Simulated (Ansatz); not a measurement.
According to plane-wave PAW r²SCAN (Ansatz code), Ga in the hcp (Mg type) structure (P6_3/mmc) relaxes to a = 2.926 Å, c = 4.844 Å. Ga has 12 nearest neighbours from 2.93 Å (anticuboctahedral).

Electronic character: metallic (no gap). Gap from r²SCAN with spin–orbit coupling: none (metallic).

An equation-of-state fit gives a bulk modulus of 584 kbar. The relaxed-ion elastic constants in GPa are C11 = 57.2, C12 = 62.1, C13 = 52.2, C33 = 71.6, C44 = -8.4.

The start of the workflow was typed in or built on a structure type; neither database checked (COD, Materials Project) lists it. It is not the phase usual at ambient conditions (space group No. 64). The r²SCAN relaxation kept the symmetry of its start. At this level the phase is mechanically unstable. As this level gives no gap, shear constants depend on the k-mesh and smearing (Fermi–Dirac, 0.1 eV here). Axis ratios of metals converge slowly with the k-mesh, so a and c are less sure than the volume. On the denser mesh and wider smearing of the elastic run this cell carries a stress of 0.5 GPa. Scalar-relativistic: spin–orbit coupling is off unless named, which matters more the heavier the elements.

Potentials: the earlier of the program's two PAW sets.
